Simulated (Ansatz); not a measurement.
Input file for Ansatz (an electronic-structure program):

Ansatz 0.2 input:
```yaml
crystal:
  lattice:
    - [7.260442872, 0.0, 0.0]
    - [-3.630221436, 6.2877279699, 0.0]
    - [0.0, 0.0, 4.9399199406]
  atoms:
    - { symbol: V, position: [0.3333333333, 0.6666666667, 0.0], spin: -0.64 }
    - { symbol: V, position: [0.6666666667, 0.3333333333, 0.5], spin: -0.64 }
    - { symbol: V, position: [0.6666666667, 0.3333333333, 0.0], spin: -0.64 }
    - { symbol: V, position: [0.3333333333, 0.6666666667, 0.5], spin: -0.64 }
    - { symbol: Ge, position: [0.6108958466, 0.0, 0.25], spin: -0.06 }
    - { symbol: Ge, position: [0.6108958466, 0.6108958466, 0.75], spin: -0.06 }
    - { symbol: Ge, position: [0.0, 0.6108958466, 0.25], spin: -0.06 }
    - { symbol: Ge, position: [0.3891041534, 0.0, 0.75], spin: -0.06 }
    - { symbol: Ge, position: [0.3891041534, 0.3891041534, 0.25], spin: -0.06 }
    - { symbol: Ge, position: [0.0, 0.3891041534, 0.75], spin: -0.06 }
    - { symbol: V, position: [0.2509986984, 0.0, 0.25], spin: 1.25 }
    - { symbol: V, position: [0.2509986984, 0.2509986984, 0.75], spin: 1.25 }
    - { symbol: V, position: [0.0, 0.2509986984, 0.25], spin: 1.25 }
    - { symbol: V, position: [0.7490013016, 0.0, 0.75], spin: 1.25 }
    - { symbol: V, position: [0.7490013016, 0.7490013016, 0.25], spin: 1.25 }
    - { symbol: V, position: [0.0, 0.7490013016, 0.75], spin: 1.25 }
kpoints:
  mp_grid: { grid: [7, 7, 8] }
hamiltonian:
  xc: r2scan
  pseudopotentials: { kind: paw }
magnetization: { spin_polarized: true }
scf:
  occupations: { method: gaussian, width: 0.05 }
checkpoint: { read: metal.run }
output: { bader: true, populations: true }
```

Output (shortened):

```
Pseudopotential: V, paw, valence charge 13
Pseudopotential: Ge, paw, valence charge 14
Functional definition: r2SCAN
Crystal: 16 atoms, lattice volume = 225.516 Å³
Basis set: ecut = 500 eV, 5677 PW (Γ), exchange–correlation on 216×216×160 points (64 copies of the dense FFT grid, shifted against one another)
Bands: 135, of which v1, the nominal top of the filled ones, is band 107 counted from 1 (106 counted from 0)
Symmetry: 24 space group operations
Space group: P63/mcm (ITA 193), of the structure as read, at distance tolerance 6.1e-5 Å
k-points: 40 of 392
Stability of the state it starts from, as read at its close in the collinear treatment (another_mixer)
Starting moments: Σ|m| = 10.42 μB on 16 of 16 sites; this step starts from the density that it was given
iter 1 solved again at ethr=5.61e-8 eV; its pass at ethr=3.10e-3 eV (dr2=1.20e-4 eV) is discarded
SCF iter   1: F=—  HF=-54994.053332 eV  |F-HF|=—  |Δ(HF+E_count)|=         —  Δρ=2.04e-7 (↑1.77e-7 ↓2.04e-7)  dr2=3.40e-10  dr2_τ=2.61e-12  dr2_m=1.14e-11  M=4.556 μB ∫|m|=10.153 μB  β_m=1.20  ethr=5.61e-8  ⟨swp⟩=3.9  Hψ=60786  notcnv=0
preconditioner: auto → Kerker (q_TF=auto, 2.705 Å⁻¹)
spin=Collinear: Kerker preconditioning applied to the charge; magnetization (m = ρ↑ − ρ↓) channel mixes plain (no charge-response kernel on spin).
SCF iter   2: F=—  HF=-54994.053387 eV  |F-HF|=—  |Δ(HF+E_count)|=   5.49e-5  Δρ=1.35e-7 (↑1.35e-7 ↓9.09e-8)  dr2=8.77e-11  dr2_τ=3.04e-12  dr2_m=1.24e-11  M=4.556 μB ∫|m|=10.153 μB  β_m=1.20  ethr=1.00e-12  ⟨swp⟩=7.2  Hψ=38504  notcnv=0  κ⁻¹=1.0e0(r=1)
SCF iter   3: F=-54994.053387 eV  HF=-54994.053387 eV  |F-HF|=1.46e-11  |Δ(HF+E_count)|=  2.91e-11  Δρ=5.42e-8 (↑5.42e-8 ↓4.64e-8)  dr2=1.96e-11  dr2_τ=2.70e-13  dr2_m=1.60e-12  M=4.556 μB ∫|m|=10.153 μB  ethr=1.00e-12  ⟨swp⟩=1.0  Hψ=21967  notcnv=0
SCF 1 converged in 3 iterations: F = -54994.053387 eV  dr2 = 1.96e-11
Stability not checked (another_mixer)
SCF converged after 3 iterations
Magnetization: 4.5555 μB (109.2778 up, 104.7222 down)
Absolute magnetization: 10.1592 μB (∫|ρ↑−ρ↓|, with the PAW one-centre terms)
Spin contamination: 1.3467 ħ² per cell (⟨S²⟩ above its minimum at these occupations)
Per-site moments (μB) at R_I (Å): [(-0.519663039452302, 1.01885848774875), (-0.5196630394523019, 1.01885848774875), (-0.519663039452302, 1.01885848774875), (-0.5196630394523014, 1.01885848774875), (-0.024765749500624053, 1.0232758622537412), …
Free energy (F): -54994.053387 eV
Harris-Foulkes:  -54994.053387 eV  (|F-HF|=1.46e-11)
Internal energy: -54994.039334 eV  (E = F + TS)
E sigma→0 (E₀):  -54994.046360 eV
Entropy (-TS):   -0.014053 eV (-0.878 meV/atom)
Fermi energy:    15.922417 eV
--- Per-component energies (eV) ---
  E_band       = -2081.206795
  E_kinetic    = 4045.223470
  E_local      = -21580.306017  (includes V_loc(G=0)·N_el)
  E_nonlocal   = 2076.845913
  E_hartree    = 9756.752546
  E_xc         = -1691.650034
  E_vxc        = -2266.114539  (∫ρ·V_xc dr)
  E_paw        = -23428.325162  (= ΣΔE_a)
  E_vpaw       = -4017.321727  (= ΣTr[D̂ρ^β])
  E_aug_tail   = 0.001964  (compensation charges beyond the density's cutoff)
  E_vtau       = 146.958972  (kinetic-family band-sum trace: ∫τ·v_τ [+ j·A + Jᵃ·Aᵃ] dr)
  E_ewald      = -24163.409611
  E_core_change = -9.172404  (= ΣΔE_core)
  E_smearing   = -0.014053  (= −TS)
  E_closure    =  0.000000  (closes the sum)
  Σ components = -54994.053387   (vs F -54994.053387, Δ=0.00e0)
  [band-id]    e_kinetic+e_local+e_nonlocal+2·e_hartree+e_vxc+e_vpaw+e_augmentation_tail+e_vtau = -2081.206872   (vs E_band -2081.206795, Δ=-7.69e-5)
--- Band table (eV; the first three rows and the last of 80) ---
  k-point 0 ↑: bands = ["-51.6796", "-51.6674", "-51.6674", "-51.6560", "-51.6559", "-51.6559", "-50.6088", "-50.6087", "-50.4563", "-50.4562", "-24.4850", "-24.4512", "-24.4357", "-24.4309", "-24.4309", "-24.4197", "-24.4197", "-24.3920", "-24.3920", …
  k-point 1 ↑: bands = ["-51.6787", "-51.6670", "-51.6670", "-51.6569", "-51.6564", "-51.6564", "-50.6031", "-50.6030", "-50.4622", "-50.4621", "-24.4843", "-24.4578", "-24.4320", "-24.4320", "-24.4286", "-24.4286", "-24.4241", "-24.3978", "-24.3978", …
  k-point 2 ↑: bands = ["-51.6761", "-51.6657", "-51.6657", "-51.6595", "-51.6576", "-51.6576", "-50.5867", "-50.5867", "-50.4790", "-50.4788", "-24.4824", "-24.4655", "-24.4409", "-24.4409", "-24.4356", "-24.4356", "-24.4027", "-24.3985", "-24.3985", …
  k-point 39 ↓: bands = ["-51.2106", "-51.2106", "-51.2106", "-51.2106", "-50.2893", "-50.2893", "-50.2832", "-50.2832", "-50.2831", "-50.2831", "-24.0419", "-24.0419", "-24.0401", "-24.0401", "-24.0390", "-24.0390", "-24.0371", "-24.0371", "-23.8441", …
--- Löwdin populations: 16 sites ---
  site symbol       q [e]    m [muB]
     0      V     12.5311    -0.6444
     1      V     12.5311    -0.6444
     2      V     12.5311    -0.6444
     3      V     12.5311    -0.6444
     4     Ge     14.6211    -0.0620
     5     Ge     14.6211    -0.0620
     6     Ge     14.6211    -0.0620
     7     Ge     14.6211    -0.0620
     8     Ge     14.6211    -0.0620
     9     Ge     14.6211    -0.0620
    10      V     12.4675     1.2476
    11      V     12.4675     1.2476
    12      V     12.4675     1.2476
    13      V     12.4675     1.2476
    14      V     12.4675     1.2476
    15      V     12.4675     1.2476
  spilling = 0.006282 (of n_electrons = 214.000000)
--- Bader charges: 16 sites ---
  site symbol  charge [e]  shift [e]    m [muB]
     0      V      0.7804     0.0014    -0.5835
     1      V      0.7804     0.0014    -0.5834
     2      V      0.7803     0.0014    -0.5834
     3      V      0.7803     0.0014    -0.5834
     4     Ge     -1.3741     0.0032    -0.0007
     5     Ge     -1.3741     0.0032    -0.0007
     6     Ge     -1.3741     0.0032    -0.0007
     7     Ge     -1.3741     0.0032    -0.0007
     8     Ge     -1.3742     0.0032    -0.0007
     9     Ge     -1.3741     0.0032    -0.0007
    10      V      0.8539     0.0023     1.1490
    11      V      0.8539     0.0023     1.1490
    12      V      0.8539     0.0023     1.1489
    13      V      0.8539     0.0023     1.1490
    14      V      0.8539     0.0023     1.1489
    15      V      0.8539     0.0023     1.1490
  shift: an alarm, by how much a part of what the PAW files miss would move the charge. Where it is large, compare
  with a run on PAW files of another source; a small one proves nothing
  estimated error of the sums over rays = 6.2e-4 e
```

Cost: about 10 core-minutes (a rough figure) on shared cores.

Space group P6_3/mcm. The workflow started from an entry of the Crystallography Open Database (COD). Its standing as an ambient phase is unchecked. Symmetry was held in the r²SCAN relaxation, as lowered by the spin order; its stability against distortions is not shown here. The final state is ferrimagnetic, chosen from 2 collinear starts compared on coarse meshes (ties went to the first, and starts can fall back to one state), not a proven ground state. Other orbital occupations within this spin state were not tried. Point labels and valley counts follow the cell and symmetry of the run, lower than the named group. Spin–orbit coupling is left out wherever it is not named.

Potentials: the later of the program's two PAW sets.

Ansatz is a plane-wave DFT program.
